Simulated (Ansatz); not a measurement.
The start is a generated trial cell of Sr in the simple-cubic structure type. The structure is fully relaxed (lattice and positions, P = 0) with r2SCAN (plane waves to 500 eV, PAW, scalar-relativistic; Ansatz, a program for electronic structure). The first steps use a coarse 8×8×8 k-mesh.

Input geometry:
```
CELL_PARAMETERS angstrom
      3.97762     0.00000     0.00000
      0.00000     3.97762     0.00000
      0.00000     0.00000     3.97762
ATOMIC_POSITIONS crystal
  Sr 0.00000 0.00000 0.00000
```

Problem. How much energy is released per atom?

Solution. 0.02 eV/atom.

Problem. Is the relaxed structure metallic? Give its gap.

Solution. No gap (metallic).

Problem. Give the final cell and atomic positions.

Solution. 
```cif
data_Sr
_chemical_formula_sum 'Sr1'
_space_group_name_H-M_alt 'Pm-3m'
_space_group_IT_number 221
_space_group_name_Hall '-P 4 2 3'
_cell_length_a 3.80887
_cell_length_b 3.80887
_cell_length_c 3.80887
_cell_angle_alpha 90.000
_cell_angle_beta 90.000
_cell_angle_gamma 90.000
loop_
_atom_site_label
_atom_site_type_symbol
_atom_site_symmetry_multiplicity
_atom_site_Wyckoff_symbol
_atom_site_fract_x
_atom_site_fract_y
_atom_site_fract_z
_atom_site_occupancy
Sr1 Sr 1 a 0.00000 0.00000 0.00000 1
```

The space group stays Pm-3m (No. 221) (the run could not lower it); the end is simple cubic type, with 1 atom in the primitive cell. Final values are on a 12×12×12 k-mesh of the relaxed cell. No spin polarisation in the result.

The run could not lose the symmetry of its start: the end is stationary, and may be a saddle point rather than a minimum.

The relaxed structure here is a generated cell of Sr: the first start was made by placing the elements on the sites of a structure type, and the end was not matched to a known phase here, so it may be hypothetical. Known forms of Sr include space group No. 225.
